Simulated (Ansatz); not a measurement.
Kick test of a cell of LuSc

The cell was found from a structure generator's guess, not taken from experiment.

All numbers below come from Ansatz, DFT PBE, scalar-relativistic, plane waves, PAW. Settings: cutoff 420 eV, Γ-centred mesh 18×18×8 on the computed 2-atom cell, Gaussian smearing of 0.10 eV; no spin polarisation.

The cell below (2 atoms, space group P-6m2 (No. 187)) is relaxed within its symmetry.

```
Lu Sc
1.0
     3.41927    0.00000    0.00000
    -1.70964    2.96118    0.00000
     0.00000    0.00000    5.30401
Lu Sc
1 1
Direct
  0.66667 0.33333 0.00000
  0.00000 0.00000 0.50000
```

For the test a repeat of it with 4 atoms (edges 3.42, 3.42, 10.61 Å) was strained at random (σ = 1.5 % a component), the atoms were moved at random (σ = 0.15 Å), and all was relaxed again on a coarse 6×6×2 mesh (in the run’s order of axes) with 0.20 eV smearing, with no symmetry imposed.

Q: Is the structure stable against such a distortion?

A: It returns, within 1 meV/atom of the unmoved cell on that mesh and with the same symmetry when read at 0.1 Å. No instability shows in this cell; modes of other wave vectors, which need another repeat, aren't tested.
